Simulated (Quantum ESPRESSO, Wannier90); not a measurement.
**Wannier functions of TaN (P-6m2)**

```yaml
crystal:
  lattice:
    - [2.93994, 0.00000, 0.00000]
    - [-1.46997, 2.54606, 0.00000]
    - [0.00000, 0.00000, 2.89018]
  atoms:
    - { symbol: Ta, position: [0.00000, 0.00000, 0.50000] }
    - { symbol: N, position: [0.66667, 0.33333, 0.00000] }
```

Cell from Materials Project (mp-1459), symmetrised, no further relaxation. COD (Crystallography Open Database) has the formula in 5 space groups, this one among them (matched by group alone). Method: PBEsol plane waves in Quantum ESPRESSO 7.5 (PseudoDojo norm-conserving files, 68 Ry, no spin polarisation, no spin-orbit coupling), Bloch states on a 12×12×10 mesh through Γ, Wannier90 4.0.1. Density: 12×12×10 mesh, cold smearing 0.01 Ry. Spin-orbit coupling is left out although heavy elements are present.

Energies are relative to the Fermi level.

**Bands.** No gap over 0.05 eV opens at the Fermi level at this level of theory. 3 filled groups are cut off by gaps; the highest, bands 5, spans -17.76 to -15.08 eV and is N 2s 69 %, Ta 5d 18 %, Ta 6s 10 %.

**Model.** 8 functions (Ta d, N p) from bands 6-22, frozen to 1.50 eV, reach Ω_I = 9.42 Å² and follow pw.x to 1.8 meV rms (states up to 1.0 eV relative to the Fermi level).

**No window.** Without a frozen window Ω_I drops to 6.81 Å² while the misfit grows to 2788 meV: a small spread is no proof of good bands.

**Outer window.** The setting "outer window to 12.44 eV" raises Ω_I to 10.52 Å², as fewer states are left to mix in, and the misfit goes to 0.3 meV.

**Stops.** With the frozen window to 4.73 eV the program stops (More states in the frozen window than target WFs). With the outer window to 6.44 eV the program stops (Energy window contains fewer states than number of target WFs).
